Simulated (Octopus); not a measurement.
## AlP (F-43m, No. 216): conduction levels under hydrostatic strain

AlP (F-43m, No. 216), cubic lattice constant 5.473 Å. The cell is a database entry, not relaxed again.

Computed with Octopus (real-space grid): LDA, grid spacing about 0.20 Å, Γ-centred 6×6×6 k-mesh, Fermi-Dirac smearing of 0.01 eV, no spin polarisation, PseudoDojo 0.4 LDA potentials. The cell is scaled uniformly. Energies of the lowest empty band count from each cell's highest valence level among the special points, at Γ; they are Kohn-Sham values at fixed points of the zone.

| a (Å) | ln(V/V₀) | Γ (eV) | X (eV) | L (eV) |
|---|---|---|---|---|
| 5.227 | -0.1381 | 4.224 | 1.174 | 3.148 |
| 5.281 | -0.1069 | 3.947 | 1.245 | 3.029 |
| 5.336 | -0.0760 | 3.676 | 1.312 | 2.912 |
| 5.391 | -0.0453 | ? | ? | ? |
| 5.446 | -0.0150 | 3.152 | 1.433 | 2.682 |
| 5.473 | 0.0000 | 3.024 | 1.461 | 2.625 |
| 5.528 | 0.0299 | 2.775 | 1.513 | 2.514 |

V₀ is the volume of the database cell.

Question: Fit each column by a quadratic in ln V through the rows shown. Give the volume deformation potentials dE/d ln V at the withheld row, and predict that row.

Answer: Fits: Γ: 3.025 −8.43 x +1.8 x²; X: 1.461 +1.82 x −1.8 x²; L: 2.626 −3.77 x +0.1 x², with x = ln(V/V₀). At x = -0.0453 the slopes are −8.6 eV (Γ), +2.0 eV (X), −3.8 eV (L). Predicted against computed: 3.411 against 3.411 eV, 1.374 against 1.374 eV, 2.797 against 2.796 eV.

The lowest of these levels is that at X in all rows.
